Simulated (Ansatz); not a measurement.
K2PdC2:
```
K2PdC2
1.0
    5.11368     0.00000     0.00000
   -2.55684     4.42858     0.00000
    0.00000     0.00000     5.25993
K Pd C
2 1 2
Direct
  0.66667   0.33333   0.71743
  0.33333   0.66667   0.28257
  0.00000   0.00000   0.00000
  0.00000   0.00000   0.61996
  0.00000   0.00000   0.38004
```

Relaxed with r²SCAN. Special points in fractions of this cell's reciprocal vectors: Γ (0.000, 0.000, 0.000); M (0.500, 0.000, 0.000); K (0.333, 0.333, 0.000); A (0.000, 0.000, 0.500); L (0.500, 0.000, 0.500); H (0.333, 0.333, 0.500).

Q: List the band energies nearest the valence-band maximum at these points for DFT-r²SCAN in the program Ansatz with PAW potentials.

A: In eV from the valence-band maximum; about four levels below and three above (degenerate sets whole), none deeper than 8.9 eV; points with the same levels are listed once.

| k | below | above |
|---|---|---|
| Γ | -1.96 -1.96 -1.47 -1.23 -1.23 | 4.43 4.70 5.61 5.61 |
| M | -1.92 -1.31 -1.14 -0.50 | 2.73 3.87 5.01 |
| K | -1.96 -1.96 -1.21 -1.21 -0.42 | 3.09 3.09 5.51 5.51 |
| A | -1.24 -1.24 0.00 0.00 | 2.91 2.91 4.07 |
| L | -1.15 -0.78 -0.05 -0.02 | 1.58 3.10 5.09 |
| H | -1.20 -1.20 -0.72 -0.06 -0.06 | 2.15 2.15 5.28 5.28 |

Space group P-3m1. The first step of the workflow began from a Materials Project structure, measured or hypothetical; the Crystallography Open Database copy checked does not list it. Its standing as an ambient phase is unchecked. Symmetry was held in the r²SCAN relaxation; whether a distortion lowers the energy is not shown. The run is not spin-polarised. Spin–orbit coupling is left out wherever it is not named.

Potentials: the later of the program's two PAW sets.
